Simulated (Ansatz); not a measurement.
Question: Name crystals whose computed values (r²SCAN (plane waves, PAW; program Ansatz)) fall in these windows: Θ_D (K) 350 to 430; gap (eV) 1.2 to 1.6.

Answer: 

| crystal | Θ_D (K) | gap (eV) |
|---|---|---|
| ZnO, NiAs type | 388 | 1.35 |
Others may fit too.

Not the usual ambient phase: ZnO, NiAs type. The cell was relaxed under the symmetry of its start.

Potentials: the earlier of the program's two PAW sets.
